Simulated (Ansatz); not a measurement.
Given:

MoW:
```xyz
2
Lattice="0.0000 2.6201 2.6201 2.6201 0.0000 2.6201 2.6201 2.6201 0.0000" Properties=species:S:1:pos:R:3 pbc="T T T"
Mo     0.0000     0.0000     0.0000
W      2.6201     2.6201     2.6201
```

This is the PBE-relaxed structure.

All from DFT-PBE in the program Ansatz with PAW potentials, unless another level is named. Predict the formation energy from the elements (no fitted shifts).

1.31 eV/atom.

Give the density of states at the Fermi level.

1.3 states/eV per atom (mean over ±0.08 eV).

And the gap with spin–orbit coupling?

none (metallic).

Space group Fm-3m (rock salt). The start of the workflow was typed in or built on a structure type; neither database checked (COD, Materials Project) lists it. Whether it is the stable phase at ambient conditions was not checked. The PBE relaxation kept the symmetry of its start; its stability against distortions is not shown here. The run is not spin-polarised. Its formation energy is positive at this level, so the cell may be metastable or incomplete. The references are the lowest solids computed at this level, not always the standard phases. Scalar-relativistic: spin–orbit coupling is off unless named, which matters more the heavier the elements.

Potentials: the earlier of the program's two PAW sets.
